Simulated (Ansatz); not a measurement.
The cell below belongs to a search over invented structures; it isn't taken from experiment.

Input and command of a plane-wave DFT calculation in Ansatz:

```yaml
crystal:
  lattice:
    - [4.66954403, 0.0, 0.0]
    - [0.0, 6.31585853, 0.0]
    - [0.0, 0.0, 5.84402518]
  atoms:
    - { symbol: Cd, position: [0.5, 0.0, 0.0] }
    - { symbol: Cd, position: [0.0, 0.5, 0.5] }
    - { symbol: Sn, position: [0.5, 0.0, 0.5] }
    - { symbol: Sn, position: [0.0, 0.5, 0.0] }
    - { symbol: O, position: [0.78446833, 0.2898981, 0.0] }
    - { symbol: O, position: [0.21553167, 0.7101019, 0.0] }
    - { symbol: O, position: [0.28446833, 0.2101019, 0.5] }
    - { symbol: O, position: [0.71553167, 0.7898981, 0.5] }
basis:
  ecutwfc: 420
kpoints:
  mp_grid: { grid: [3, 2, 2] }
hamiltonian:
  xc: pbe
scf:
  occupations: { method: gaussian, width: 0.15 }
  lower_state_search: "off"
output:
  forces: true
  stress: true
  eigenvalues: true
relax:
  adjacent_minimum: "off"
  f_tol: 0.08
  max_steps: 16
  cell: { stress_tol: 0.8 }
```

```bash
ansatz run input.yaml --threads 1 --pin off --max-ram 2560MiB --backend cpu --events-out ev --progress --plain --runs-dir out
```

Processor: Intel(R) Xeon(R) Platinum 8259CL CPU @ 2.50GHz (Skylake/Cascade Lake), 1 thread, on a host shared with other jobs.

Estimate time, memory and problem size.

About 2.5 min, peak memory 0.51 GiB. It solves 56 bands at 8 k points (after reduction by symmetry) with about 2953 plane waves (on the last cell), in 104 SCF iterations over 15 ionic steps.
